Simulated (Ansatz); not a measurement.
Consider the following.

BAs (zinc blende, F-43m), a = b = c = 4.784 Å, α = β = γ = 90.00°; the cell used has 2 atoms.

This is the r²SCAN-relaxed structure.

### Question
All from the program Ansatz at the r²SCAN level (PAW), unless another level is named. Give the hole effective mass, band 2 of 3 at the edge.

### Answer
0.22 along [100], 0.22 along [110], 0.53 along [111] (mₑ).

### Question
Give the hole effective mass, band 3 of 3 at the edge.

### Answer
0.21 along [100], 0.11 along [110], 0.099 along [111] (mₑ).

### Question
What about the HSE06 gap on the r²SCAN cell?

### Answer
1.83 eV.

### Question
And the valence-band maximum?

### Answer
at Γ.

Symmetry was held in the r²SCAN relaxation; phonons on a q-mesh show no instability. Spin–orbit coupling is left out wherever it is not named.

Potentials: the later of the program's two PAW sets.
